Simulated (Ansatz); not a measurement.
Calculation for fcc Au (100), 3 layers: DFT, LDA, all-electron LAPW, scalar-relativistic (Ansatz 0.2.0).

The slab is cut from a bulk crystal relaxed on PAW files (its atoms may have been relaxed since).

Command: `ansatz run input.yaml --threads 1 --pin off --max-ram 3584MiB --backend cpu --events-out ev --progress --plain --runs-dir out` It took 2.2 min on 1 thread of Intel(R) Xeon(R) Platinum 8375C CPU @ 2.90GHz (Ice Lake), with other jobs on the host, peak memory 0.73 GiB.

```yaml
crystal:
  lattice:
    - [2.8625268915, 0.0, 0.0]
    - [0.0, 2.8625268915, 0.0]
    - [0.0, 0.0, 20.0482]
  atoms:
    - { symbol: Au, position: [0.0, 0.0, 0.3990377103] }
    - { symbol: Au, position: [0.5, 0.5, 0.5] }
    - { symbol: Au, position: [0.0, 0.0, 0.6009622897] }
kpoints:
  mp_grid: { grid: [14, 14, 1] }
scf:
  occupations: { method: fermi_dirac, width: 0.08 }
hamiltonian:
  xc: lda
  pseudopotentials: { kind: all_electron, lapw: { basis_error: 0.001 } }
output:
  forces: true
  stress: true
  eigenvalues: true
  populations: true
  dos: { projected: true, de: 0.2, e_range: [-14, 8] }
efield:
  axis: 3
  amplitude: 0
  dipole_correction: true
```

Output:

```
Au: projections on atomic orbitals take those of the free atom 1s2 2s2 2p6 3s2 3p6 3d10 4s2 4p6 4d10 4f14 5s2 5p6 5d10 6s1, of charge +0.00 (hamiltonian.pseudopotentials.projection_atoms)
LAPW: plane waves up to 8.138 Å⁻¹, error target 1.0e-3 eV per atom; small_component_spin mean_spin; Au in spheres of 1.431 Å, 43 of its electrons in bands, Dirac shells [] (how accurate: hamiltonian.pseudopotentials.lapw.basis_error, Limitations)
Engine: ansatz 0.2.0
Pseudopotentials: kind: all_electron
Pseudopotential: Au, LAPW, valence charge 43, lapw/all_electron/scalar/gaussian/Au, Koelling and Harmon's equation, gaussian nucleus
Functional definition: SPW92
  exchange = slater_x
  correlation = pw_c
Crystal: 3 atoms, lattice volume = 164.276 Å³
Basis set: ecut = 252.32247463483182 eV, 1527 PW (Γ), exchange–correlation at level 2
Bands: 78, of which v1, the nominal top of the filled ones, is band 65 counted from 1 (64 counted from 0)
Symmetry: 8 space group operations
k-points: 36 of 196
Non-local potential: Au, projectors of the file, none
Initial density: superposition of atomic densities (neutral atoms: chi_scale 0, normalization atom)
Initial wavefunctions: plane waves of lowest kinetic energy (no species holds an atomic orbital)
Functional: x = slater, c = lda
iter 1 solved again at ethr=3.06e-4 eV; its pass at ethr=1.00e-1 eV (dr2=3.94e-1 eV) is discarded
SCF iter   1: F=—  HF=-1550821.578174 eV  |F-HF|=—  |Δ(HF+E_count)|=         —  Δρ=1.43e-2  dr2=3.94e-1  ethr=3.06e-4  p=0.000 e·Å  D=3.36e-14 V/Å  ΔV_dip=-0.00 eV  dr2_dipole=1.43e-25  V_vac-E_F(+/−)=4.70/4.70 eV  ⟨swp⟩=3.0  Hψ=17524  notcnv=0
efield: sawtooth ramp at fractional position 0.9500 (placed from the atoms, in the widest stretch of the axis that holds none; the zero of the levels goes with the place), width 0.1000; the density the first Hamiltonian is built on has a dipole p = -0.000 e·Å; the dipole correction subtracts the counter field D = -8.04e-14 V/Å, which shifts the + side's vacuum level by +0.00 eV against the − side's; the planar-averaged density in the ramp window peaks in size at 2.5e-7 e/Å³
preconditioner: auto → LDOS  [metal: Δε(μ)=0.100 eV  Ē_g=11.354 eV  σ=0.080 eV  W_gap=0.30  n_scr=52 (ndim 8)  ℏωp=16.6 eV  f_vac=0.660  D(μ)=0.81/eV (n_scr^D=6)  β→1.0]
SCF iter   2: F=—  HF=-1550822.134049 eV  |F-HF|=—  |Δ(HF+E_count)|=   5.56e-1  Δρ=8.61e-3  dr2=1.98e-1  ethr=3.06e-4  p=0.000 e·Å  D=4.26e-9 V/Å  ΔV_dip=-0.00 eV  dr2_dipole=1.64e-15  V_vac-E_F(+/−)=6.05/6.05 eV  ⟨swp⟩=3.0  Hψ=9141  notcnv=0
iter 3 solved again at ethr=1.56e-6 eV; its pass at ethr=1.53e-4 eV (dr2=2.01e-3 eV) is discarded
SCF iter   3: F=—  HF=-1550820.714298 eV  |F-HF|=—  |Δ(HF+E_count)|=    1.42e0  Δρ=1.01e-3  dr2=2.01e-3  ethr=1.56e-6  p=0.000 e·Å  D=8.55e-9 V/Å  ΔV_dip=-0.00 eV  dr2_dipole=7.76e-15  V_vac-E_F(+/−)=5.68/5.68 eV  ⟨swp⟩=2.0  Hψ=14498  notcnv=0
SCF iter   4: F=—  HF=-1550820.689450 eV  |F-HF|=—  |Δ(HF+E_count)|=         —  Δρ=5.79e-4  dr2=9.56e-4  ethr=1.56e-6  p=0.000 e·Å  D=7.89e-10 V/Å  ΔV_dip=-0.00 eV  dr2_dipole=1.20e-17  V_vac-E_F(+/−)=5.57/5.57 eV  ⟨swp⟩=3.0  Hψ=8690  notcnv=0
the basis was enlarged: its passes take 266.7 KiB over the memory plan, 1 of 1 planned eigensolver slots
SCF iter   5: F=—  HF=-1550820.689083 eV  |F-HF|=—  |Δ(HF+E_count)|=   3.67e-4  Δρ=1.70e-4  dr2=4.35e-5  ethr=7.41e-7  p=0.000 e·Å  D=9.94e-10 V/Å  ΔV_dip=-0.00 eV  dr2_dipole=1.59e-17  V_vac-E_F(+/−)=5.59/5.59 eV  ⟨swp⟩=2.0  Hψ=8096  notcnv=0
SCF iter   6: F=—  HF=-1550820.689080 eV  |F-HF|=—  |Δ(HF+E_count)|=   3.31e-6  Δρ=4.26e-5  dr2=9.83e-6  ethr=3.38e-8  p=-0.000 e·Å  D=-1.45e-10 V/Å  ΔV_dip=0.00 eV  dr2_dipole=9.65e-19  V_vac-E_F(+/−)=5.59/5.59 eV  ⟨swp⟩=2.0  Hψ=8096  notcnv=0
SCF iter   7: F=—  HF=-1550820.689079 eV  |F-HF|=—  |Δ(HF+E_count)|=   9.09e-7  Δρ=1.36e-5  dr2=7.48e-7  ethr=7.62e-9  p=0.000 e·Å  D=1.89e-10 V/Å  ΔV_dip=-0.00 eV  dr2_dipole=2.93e-20  V_vac-E_F(+/−)=5.60/5.60 eV  ⟨swp⟩=2.9  Hψ=8144  notcnv=0
SCF iter   8: F=—  HF=-1550820.689079 eV  |F-HF|=—  |Δ(HF+E_count)|=   1.29e-7  Δρ=3.42e-6  dr2=3.00e-8  ethr=5.80e-10  p=-0.000 e·Å  D=-3.57e-11 V/Å  ΔV_dip=0.00 eV  dr2_dipole=4.82e-20  V_vac-E_F(+/−)=5.60/5.60 eV  ⟨swp⟩=2.0  Hψ=8096  notcnv=0
SCF iter   9: F=-1550820.689079 eV  HF=-1550820.689079 eV  |F-HF|=1.26e-8  |Δ(HF+E_count)|=   1.86e-8  Δρ=1.58e-6  dr2=3.68e-9  ethr=2.32e-11  p=0.000 e·Å  D=1.39e-11 V/Å  ΔV_dip=-0.00 eV  dr2_dipole=2.31e-22  V_vac-E_F(+/−)=5.60/5.60 eV  ⟨swp⟩=3.0  Hψ=8186  notcnv=0
SCF 1 converged in 9 iterations: F = -1550820.689079 eV  dr2 = 3.68e-9
SCF converged after 9 iterations
Free energy (F): -1550820.689079 eV
Harris-Foulkes:  -1550820.689079 eV  (|F-HF|=1.26e-8)
Internal energy: -1550820.673056 eV  (E = F + TS)
E sigma→0 (E₀):  -1550820.681068 eV
Entropy (-TS):   -0.016023 eV (-5.341 meV/atom)
Fermi energy:    3.794079 eV
Dipole field:    D = 0.000000 V/Å  (p = 0.000000 e·Å, saw-weighted, corrected)
Work function:   Φ+ = 5.5959 eV   Φ− = 5.5959 eV
Levels:          The Fermi level and band energies are counted from a zero that moves with the ramp; work functions are not
--- Per-component energies (eV) ---
  E_band       = -14228.918970
  E_kinetic    = 1767086.264658
  E_xc         = -28882.309175
  E_efield     = 0.000000  (sawtooth field / dipole correction)
  E_electrostatic = -3289024.628539  (all electrons and nuclei)
  E_smearing   = -0.016023  (= −TS)
  E_closure    = 0.000000  (closes the sum)
  E_atoms      = -1550808.669558  (free atoms, spherical and without spin; not in F)
  Σ components = -1550820.689079   (vs F -1550820.689079, Δ=0.00e0)
  Basis errors (estimates in eV, not in F): energy 3.5e-4 per atom: plane waves 3.0e-4 (1.7e-4 summed), levels above the bands 1.6e-67, relativity 6.9e-9, radial functions 4.4e-5, core shells 1.8e-8; eigenvalues (radial functions only) 6.6e-7; not estimated: angular momenta, meshes, grids; target (lapw.basis_error) 1.0e-3; muffin-tin radii Au 1.431 Å
--- Forces (eV/Å), atoms counted from 1 ---
  atom   1  Au    -0.00000000     0.00000000     0.16521174
  atom   2  Au    -0.00000000     0.00000000    -0.00000000
  atom   3  Au    -0.00000000     0.00000000    -0.16521174
  max |Σ_I F_I| component: 7.98e-11 eV/Å
--- Stress (GPa, compression-positive) ---
       -3.766141       0.000000       0.000000
        0.000000      -3.766141       0.000000
        0.000000       0.000000      -0.651388
  P = ⅓ Tr σ = -2.7279 GPa (-27.279 kbar)
--- Band table (eV; the first three rows and the last of 36) ---
  k-point 0: bands = ["-318.5430", "-318.5235", "-318.5235", "-318.5228", "-318.5195", "-318.0884", "-318.0884", "-318.0772", "-318.0772", "-318.0772", "-318.0772", "-318.0727", "-318.0727", "-318.0632", "-318.0632", "-101.6782", "-101.2072", "-101.2071", "-74.7706", "-74.7706", "-74.7690", "-74.7550", "-74.7546", "-74.7546", "-74.7546", "-74.3197", "-74.3197", "-74.3155", "-74.3155", "-74.3155", "-74.3155", "-74.3045", "-74.3045", "-74.3018", "-74.3018", "-74.3014", "-74.3014", "-74.3014", "-74.3014", "-53.0217", "-52.9533", "-52.9533", "-52.4911", "-52.4894", "-52.4894", "-52.4870", "-52.4870", "-52.4772", "-5.1802", "-2.9030", "-2.7716", "-2.5478", "-1.5103", "-0.9088", "-0.2278", "-0.2278", "0.4067", "0.6476", "1.1145", "1.1356", "1.1356", "1.8675", "2.1323", "2.1679", "2.1679", "2.8163", "5.2434", "9.0392", "9.5756", "10.1118", "11.8012", "12.5276", "15.2880", "15.5059", "15.5136", "15.5136", "18.7930", "18.7930"]
  k-point 1: bands = ["-318.5430", "-318.5235", "-318.5235", "-318.5228", "-318.5195", "-318.0884", "-318.0884", "-318.0772", "-318.0772", "-318.0772", "-318.0772", "-318.0727", "-318.0727", "-318.0632", "-318.0632", "-101.6779", "-101.2070", "-101.2069", "-74.7707", "-74.7706", "-74.7690", "-74.7550", "-74.7546", "-74.7546", "-74.7546", "-74.3197", "-74.3197", "-74.3156", "-74.3156", "-74.3155", "-74.3155", "-74.3045", "-74.3045", "-74.3018", "-74.3018", "-74.3014", "-74.3014", "-74.3014", "-74.3014", "-53.0210", "-52.9602", "-52.9527", "-52.4956", "-52.4940", "-52.4896", "-52.4889", "-52.4866", "-52.4770", "-5.0660", "-2.8103", "-2.6903", "-2.4788", "-1.4639", "-0.8539", "-0.3226", "-0.2127", "0.4764", "0.6170", "0.8850", "1.0216", "1.3059", "1.7617", "2.0000", "2.0748", "2.2127", "3.0246", "5.5438", "9.1229", "9.6788", "10.1897", "11.8992", "12.5471", "14.5943", "15.3698", "15.7277", "15.8100", "17.5747", "18.9578"]
  k-point 2: bands = ["-318.5430", "-318.5235", "-318.5235", "-318.5228", "-318.5195", "-318.0884", "-318.0884", "-318.0772", "-318.0772", "-318.0772", "-318.0772", "-318.0727", "-318.0727", "-318.0632", "-318.0632", "-101.6773", "-101.2063", "-101.2063", "-74.7708", "-74.7706", "-74.7690", "-74.7550", "-74.7547", "-74.7546", "-74.7546", "-74.3197", "-74.3197", "-74.3157", "-74.3157", "-74.3155", "-74.3155", "-74.3045", "-74.3044", "-74.3018", "-74.3018", "-74.3015", "-74.3014", "-74.3014", "-74.3014", "-53.0190", "-52.9792", "-52.9510", "-52.5123", "-52.5119", "-52.4876", "-52.4869", "-52.4856", "-52.4771", "-4.7402", "-2.6075", "-2.5352", "-2.2085", "-1.2701", "-0.6978", "-0.4854", "-0.1743", "0.4571", "0.5214", "0.6060", "0.9200", "1.3933", "1.5584", "1.7311", "1.9497", "2.2520", "3.5047", "6.2685", "9.3661", "9.9865", "10.4083", "12.1878", "12.3014", "13.4663", "15.3374", "15.8619", "16.0221", "16.3426", "18.0553"]
  k-point 35: bands = ["-318.5430", "-318.5235", "-318.5235", "-318.5228", "-318.5195", "-318.0884", "-318.0884", "-318.0772", "-318.0772", "-318.0772", "-318.0772", "-318.0727", "-318.0727", "-318.0632", "-318.0632", "-101.6690", "-101.1981", "-101.1981", "-74.7711", "-74.7711", "-74.7686", "-74.7548", "-74.7547", "-74.7546", "-74.7546", "-74.3194", "-74.3194", "-74.3162", "-74.3162", "-74.3162", "-74.3162", "-74.3042", "-74.3042", "-74.3019", "-74.3019", "-74.3013", "-74.3013", "-74.3013", "-74.3013", "-53.0729", "-53.0729", "-52.9864", "-52.6055", "-52.6055", "-52.6002", "-52.6002", "-52.4691", "-52.4684", "-2.7769", "-2.3263", "-2.2776", "-2.2776", "-1.4836", "-0.5058", "-0.5058", "1.1602", "1.5387", "1.5387", "1.5931", "1.9008", "2.3586", "2.8257", "2.8268", "6.5382", "6.5382", "9.3689", "9.4323", "9.7810", "9.7810", "10.0003", "12.7091", "12.7091", "13.7512", "13.9417", "14.0239", "15.0595", "15.0875", "17.3421"]
--- Löwdin populations: 3 sites ---
  site symbol       q [e]
     0     Au     78.9113
     1     Au     78.7992
     2     Au     78.9113
  spilling = 0.001596 (of n_electrons = 237.000000)
```

populations.tsv:

```
# site	symbol	l	j	q
# orbitals = lowdin
# n_electrons = 237.000000
# spilling = 0.001596
# projection_atom_Au: 1s2 2s2 2p6 3s2 3p6 3d10 4s2 4p6 4d10 4f14 5s2 5p6 5d10 6s1
0	Au	0_1S	-	2.000000
0	Au	0_2S	-	1.999996
0	Au	0_3S	-	1.999965
0	Au	0_4S	-	1.999651
0	Au	0_5S	-	1.994953
0	Au	0_6S	-	1.151879
0	Au	1_2P	-	6.000000
0	Au	1_3P	-	5.999997
0	Au	1_4P	-	5.999983
0	Au	1_5P	-	5.998758
0	Au	2_3D	-	9.999998
0	Au	2_4D	-	9.999984
0	Au	2_5D	-	9.766133
0	Au	3_4F	-	13.999983
1	Au	0_1S	-	1.999999
1	Au	0_2S	-	1.999995
1	Au	0_3S	-	1.999947
1	Au	0_4S	-	1.999460
1	Au	0_5S	-	1.992188
1	Au	0_6S	-	1.050267
1	Au	1_2P	-	6.000000
1	Au	1_3P	-	5.999997
1	Au	1_4P	-	5.999984
1	Au	1_5P	-	5.999023
1	Au	2_3D	-	9.999998
1	Au	2_4D	-	9.999984
1	Au	2_5D	-	9.758353
1	Au	3_4F	-	13.999983
2	Au	0_1S	-	2.000000
2	Au	0_2S	-	1.999996
2	Au	0_3S	-	1.999965
2	Au	0_4S	-	1.999651
2	Au	0_5S	-	1.994953
2	Au	0_6S	-	1.151879
2	Au	1_2P	-	6.000000
2	Au	1_3P	-	5.999997
2	Au	1_4P	-	5.999983
2	Au	1_5P	-	5.998758
2	Au	2_3D	-	9.999998
2	Au	2_4D	-	9.999984
2	Au	2_5D	-	9.766133
2	Au	3_4F	-	13.999983
```

Next run (atoms relaxed), as changes to the input before:

```diff
   atoms:
-    - { symbol: Au, position: [0.0, 0.0, 0.3990377103] }
-    - { symbol: Au, position: [0.5, 0.5, 0.5] }
-    - { symbol: Au, position: [0.0, 0.0, 0.6009622897] }
+    - { symbol: Au, position: [0.0, 0.0, 0.4006258136] }
+    - { symbol: Au, position: [0.5, 0.5, 0.4999999998] }
+    - { symbol: Au, position: [0.0, 0.0, 0.5993741866] }
 kpoints:
   eigenvalues: true
-  populations: true
-  dos: { projected: true, de: 0.2, e_range: [-14, 8] }
+relax:
+  f_tol: 0.01
+  max_steps: 12
 efield:
```

Results part of the output:

```
SCF converged after 2 iterations
Free energy (F): -1550820.694275 eV
Harris-Foulkes:  -1550820.694275 eV  (|F-HF|=6.87e-8)
Internal energy: -1550820.676997 eV  (E = F + TS)
E sigma→0 (E₀):  -1550820.685636 eV
Entropy (-TS):   -0.017277 eV (-5.759 meV/atom)
Fermi energy:    3.821173 eV
Dipole field:    D = -0.000000 V/Å  (p = -0.000000 e·Å, saw-weighted, corrected)
Work function:   Φ+ = 5.5727 eV   Φ− = 5.5727 eV
[... lines left out ...]
  k-point 1: bands = ["-318.5709", "-318.5534", "-318.5534", "-318.5521", "-318.5479", "-318.1042", "-318.1042", "-318.0940", "-318.0940", "-318.0940", "-318.0940", "-318.0888", "-318.0888", "-318.0801", "-318.0801", "-101.7121", "-101.2260", "-101.2259", "-74.7993", "-74.7993", "-74.7989", "-74.7855", "-74.7844", "-74.7844", "-74.7842", "-74.3364", "-74.3364", "-74.3319", "-74.3319", "-74.3318", "-74.3318", "-74.3209", "-74.3209", "-74.3192", "-74.3192", "-74.3184", "-74.3184", "-74.3184", "-74.3184", "-53.0604", "-52.9969", "-52.9893", "-52.5158", "-52.5141", "-52.5103", "-52.5091", "-52.5063", "-52.4965", "-5.1748", "-2.8484", "-2.7662", "-2.5708", "-1.4976", "-0.8353", "-0.4001", "-0.3067", "0.4820", "0.6609", "0.8089", "0.9903", "1.2599", "1.7320", "2.0129", "2.0785", "2.2284", "3.0658", "5.6118", "9.1407", "9.6869", "10.2058", "11.8924", "12.5914", "14.5541", "15.3485", "15.6700", "15.8983", "17.6066", "18.9929"]
  k-point 2: bands = ["-318.5709", "-318.5534", "-318.5534", "-318.5521", "-318.5479", "-318.1042", "-318.1042", "-318.0940", "-318.0940", "-318.0940", "-318.0940", "-318.0888", "-318.0888", "-318.0801", "-318.0801", "-101.7114", "-101.2253", "-101.2253", "-74.7994", "-74.7992", "-74.7988", "-74.7855", "-74.7844", "-74.7844", "-74.7841", "-74.3364", "-74.3364", "-74.3320", "-74.3320", "-74.3318", "-74.3318", "-74.3209", "-74.3209", "-74.3193", "-74.3193", "-74.3184", "-74.3184", "-74.3183", "-74.3183", "-53.0583", "-53.0161", "-52.9875", "-52.5323", "-52.5318", "-52.5078", "-52.5076", "-52.5053", "-52.4967", "-4.8489", "-2.6548", "-2.6147", "-2.2983", "-1.3100", "-0.6833", "-0.5360", "-0.2703", "0.4675", "0.5188", "0.5213", "0.9208", "1.3538", "1.5268", "1.7385", "1.9585", "2.2724", "3.5523", "6.3376", "9.3875", "9.9965", "10.4270", "12.1837", "12.3122", "13.4478", "15.3522", "15.8569", "16.1224", "16.2907", "18.1047"]
  k-point 35: bands = ["-318.5709", "-318.5534", "-318.5534", "-318.5521", "-318.5479", "-318.1042", "-318.1042", "-318.0940", "-318.0940", "-318.0940", "-318.0940", "-318.0888", "-318.0888", "-318.0801", "-318.0801", "-101.7031", "-101.2171", "-101.2171", "-74.7998", "-74.7998", "-74.7985", "-74.7856", "-74.7844", "-74.7844", "-74.7839", "-74.3360", "-74.3360", "-74.3325", "-74.3325", "-74.3325", "-74.3325", "-74.3207", "-74.3207", "-74.3193", "-74.3193", "-74.3182", "-74.3182", "-74.3182", "-74.3182", "-53.1103", "-53.1103", "-53.0241", "-52.6258", "-52.6258", "-52.6194", "-52.6194", "-52.4902", "-52.4894", "-2.8850", "-2.4170", "-2.3821", "-2.3821", "-1.5231", "-0.5642", "-0.5642", "1.1515", "1.5675", "1.5675", "1.6131", "1.9122", "2.3182", "2.8034", "2.8048", "6.4913", "6.4913", "9.3786", "9.4175", "9.8404", "9.8404", "10.0105", "12.8401", "12.8401", "13.7713", "14.0125", "14.1380", "15.0486", "15.0866", "17.3454"]
--- Relaxed structure (2 steps of the walk, 2 accepted, 0 SCFs on fresh bases) ---
  F+E_penalty+E_count = -1550820.69427487 eV   max|allowed force component| = 9.381e-4 eV/Å
  atoms:
    - { symbol: Au, position: [0.0, 0.0, 0.4006258136000001] }
    - { symbol: Au, position: [0.5000000000000001, 0.5000000000000001, 0.49999999980000004] }
    - { symbol: Au, position: [0.0, 0.0, 0.5993741866000001] }
```

Next run (spin-orbit coupling on), as changes to the input before:

```diff
   eigenvalues: true
-relax:
-  f_tol: 0.01
-  max_steps: 12
 efield:
   dipole_correction: true
+magnetization:
+  noncollinear: true
+  spin_orbit: true
```

Command: `ansatz run input.yaml --threads 1 --pin off --max-ram 3584MiB --backend cpu --events-out ev --progress --plain --runs-dir out` It took 10 min on 1 thread of Intel(R) Xeon(R) Platinum 8375C CPU @ 2.90GHz (Ice Lake), on a shared host, peak memory 1.7 GiB.

Results part of the output:

```
SCF 1 converged in 9 iterations: F = -1553779.169670 eV  dr2 = 4.68e-9
SCF converged after 9 iterations
[... lines left out ...]
  k-point 2: bands = ["-329.1254", "-329.1254", "-329.1180", "-329.1180", "-328.6496", "-328.6496", "-328.6496", "-328.6496", "-328.6485", "-328.6485", "-328.6485", "-328.6485", "-311.0136", "-311.0136", "-311.0038", "-311.0038", "-311.0014", "-311.0014", "-310.5399", "-310.5399", "-310.5399", "-310.5399", "-310.5313", "-310.5313", "-310.5313", "-310.5313", "-310.5287", "-310.5287", "-310.5287", "-310.5287", "-101.6131", "-101.6131", "-101.1179", "-101.1179", "-101.1178", "-101.1178", "-76.6980", "-76.6980", "-76.6878", "-76.6878", "-76.6856", "-76.6856", "-76.2234", "-76.2234", "-76.2234", "-76.2234", "-76.2120", "-76.2120", "-76.2120", "-76.2120", "-76.2113", "-76.2113", "-76.2113", "-76.2113", "-72.8809", "-72.8809", "-72.8801", "-72.8801", "-72.8693", "-72.8693", "-72.8686", "-72.8686", "-72.4071", "-72.4071", "-72.4071", "-72.4071", "-72.4043", "-72.4043", "-72.4043", "-72.4043", "-72.3935", "-72.3935", "-72.3935", "-72.3935", "-72.3933", "-72.3933", "-72.3933", "-72.3933", "-65.3815", "-65.3815", "-64.8803", "-64.8803", "-64.8792", "-64.8792", "-48.6841", "-48.6841", "-48.6244", "-48.6244", "-48.1455", "-48.1455", "-48.1381", "-48.1381", "-48.1239", "-48.1239", "-48.1152", "-48.1152", "-4.8984", "-4.8984", "-2.8094", "-2.8094", "-2.7527", "-2.7527", "-2.4860", "-2.4860", "-1.5878", "-1.5878", "-1.2331", "-1.2331", "-1.1246", "-1.1246", "-0.4663", "-0.4663", "0.2067", "0.2067", "0.7162", "0.7162", "0.7533", "0.7533", "1.0282", "1.0282", "1.4435", "1.4435", "1.5369", "1.5369", "1.6208", "1.6208", "2.0890", "2.0890", "2.5734", "2.5734", "3.5894", "3.5894", "6.2173", "6.2173", "9.4031", "9.4031", "9.9741", "9.9741", "10.4407", "10.4407", "12.0195", "12.0195", "12.3433", "12.3433", "13.3610", "13.3610", "15.0753", "15.0753", "15.7300", "15.7300", "16.0615", "16.0615", "16.4403", "16.4403", "17.9055", "17.9055"]
  k-point 35: bands = ["-329.1254", "-329.1254", "-329.1180", "-329.1180", "-328.6496", "-328.6496", "-328.6496", "-328.6496", "-328.6485", "-328.6485", "-328.6485", "-328.6485", "-311.0136", "-311.0136", "-311.0038", "-311.0038", "-311.0014", "-311.0014", "-310.5399", "-310.5399", "-310.5399", "-310.5399", "-310.5313", "-310.5313", "-310.5313", "-310.5313", "-310.5287", "-310.5287", "-310.5287", "-310.5287", "-101.6047", "-101.6047", "-101.1095", "-101.1095", "-101.1095", "-101.1095", "-76.6982", "-76.6982", "-76.6878", "-76.6878", "-76.6857", "-76.6857", "-76.2235", "-76.2235", "-76.2235", "-76.2235", "-76.2121", "-76.2121", "-76.2121", "-76.2121", "-76.2112", "-76.2112", "-76.2112", "-76.2112", "-72.8813", "-72.8813", "-72.8801", "-72.8801", "-72.8694", "-72.8694", "-72.8685", "-72.8685", "-72.4071", "-72.4071", "-72.4071", "-72.4071", "-72.4047", "-72.4047", "-72.4047", "-72.4047", "-72.3936", "-72.3936", "-72.3936", "-72.3936", "-72.3931", "-72.3931", "-72.3931", "-72.3931", "-65.4098", "-65.4098", "-64.9097", "-64.9097", "-64.9096", "-64.9096", "-48.7660", "-48.7660", "-48.6999", "-48.6999", "-48.2752", "-48.2752", "-48.2706", "-48.2706", "-48.1665", "-48.1665", "-48.1625", "-48.1625", "-3.0645", "-3.0645", "-2.6703", "-2.6703", "-2.5534", "-2.5534", "-2.5350", "-2.5350", "-1.7769", "-1.7769", "-1.0937", "-1.0937", "-0.4400", "-0.4400", "1.0827", "1.0827", "1.2979", "1.2979", "1.4036", "1.4036", "1.6434", "1.6434", "1.8531", "1.8531", "2.6383", "2.6383", "2.8360", "2.8360", "2.9998", "2.9998", "6.0781", "6.0781", "6.3847", "6.3847", "8.9623", "8.9623", "9.3368", "9.3368", "9.3890", "9.3890", "10.0204", "10.0204", "10.3578", "10.3578", "12.5276", "12.5276", "12.6253", "12.6253", "13.7790", "13.7790", "14.1565", "14.1565", "14.2311", "14.2311", "15.0505", "15.0505", "15.1012", "15.1012", "17.2861", "17.2861"]
```
